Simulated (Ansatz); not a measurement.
Input and command of a plane-wave DFT calculation in Ansatz:

```yaml
crystal:
  lattice:
    - [0.0, 3.613039, 3.613039]
    - [3.613039, 0.0, 3.613039]
    - [3.613039, 3.613039, 0.0]
  atoms:
    - { symbol: Na, position: [0.25, 0.25, 0.25] }
    - { symbol: Ca, position: [0.75, 0.75, 0.75] }
    - { symbol: H, position: [0.767384, 0.232616, 0.232616] }
    - { symbol: H, position: [0.232616, 0.767384, 0.232616] }
    - { symbol: H, position: [0.767384, 0.767384, 0.232616] }
    - { symbol: H, position: [0.232616, 0.767384, 0.767384] }
    - { symbol: H, position: [0.767384, 0.232616, 0.767384] }
    - { symbol: H, position: [0.232616, 0.232616, 0.767384] }
    - { symbol: Ir, position: [0.0, 0.0, 0.0] }
basis:
  ecutwfc: 500
kpoints:
  mp_grid: { grid: [4, 4, 4] }
hamiltonian:
  xc: r2scan
scf:
  occupations: { method: gaussian, width: 0.1 }
  lower_state_search: "off"
output:
  forces: true
  stress: true
  eigenvalues: true
```

```bash
ansatz run input.yaml --threads 1 --pin off --max-ram 2560MiB --backend cpu --events-out ev --progress --plain --runs-dir out
```

Processor: Intel(R) Xeon(R) 6975P-C (Granite Rapids), 1 thread, on a host shared with other jobs.

How long does it run, and how much memory does it take?

About 3.5 s on 1 thread of Intel(R) Xeon(R) 6975P-C (Granite Rapids), with other jobs on the host, peak memory 0.62 GiB. It solves 30 bands at 8 k points (the mesh reduced by symmetry) with about 2421 plane waves, in 7 SCF iterations.
